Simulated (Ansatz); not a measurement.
Sheets of one type (ordered double-metal MXene-type), r²SCAN+D4 in the plane-wave PAW code Ansatz; HSE06 gaps on those cells.

```tsv
layer	a (Å)	thickness (Å)
HfMo2C2O2	(withheld)	(withheld)
HfW2C2O2	2.993	7.75
Mo2ZrC2O2	3.008	7.76
Mo2TiC2O2	2.924	7.55
```

Question: What belongs in the gaps?

Answer: 
- HfMo2C2O2, a (Å): 2.996
- HfMo2C2O2, thickness (Å): 7.71

All cells were relaxed under the symmetry of their starts (and spin orders); stability against distortions was not tested throughout. Rows with no word on spin ran without spin polarisation. No Hubbard U is applied. Spin–orbit coupling is left out wherever it is not named. Constructed layers (a layer type filled with these elements): HfMo2C2O2, ordered double-metal MXene-type layer; HfW2C2O2, ordered double-metal MXene-type layer; Mo2ZrC2O2, ordered double-metal MXene-type layer; Mo2TiC2O2, ordered double-metal MXene-type layer.

Potentials: the later of the program's two PAW sets.
